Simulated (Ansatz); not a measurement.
Given:

SiC:
```
SiC
1.0
    3.07588     0.00000     0.00000
   -1.53794     2.66379     0.00000
    0.00000     0.00000     5.04757
Si C
2 2
Direct
  0.66667   0.33333   0.00051
  0.33333   0.66667   0.50051
  0.66667   0.33333   0.62469
  0.33333   0.66667   0.12469
```

This is the PBEsol-relaxed structure.

### Question
All from DFT-PBEsol in the program Ansatz with PAW potentials, unless another level is named. Give the band gap.

### Answer
2.12 eV (indirect).

### Question
Predict the electron effective mass.

### Answer
0.26, 0.43, 0.43 mₑ (principal values).

### Question
Next, the smallest direct gap on the standard path?

### Answer
3.86 eV.

### Question
What about the HSE06 gap on the PBEsol cell?

### Answer
3.16 eV.

### Question
Predict the weight of the valence-edge state by species (Voronoi cells).

### Answer
C 81 %, Si 19 %.

### Question
Predict the valence-band maximum.

### Answer
at Γ.

Space group P6_3mc (wurtzite). The PBEsol relaxation kept the symmetry of its start.

Potentials: the later of the program's two PAW sets.
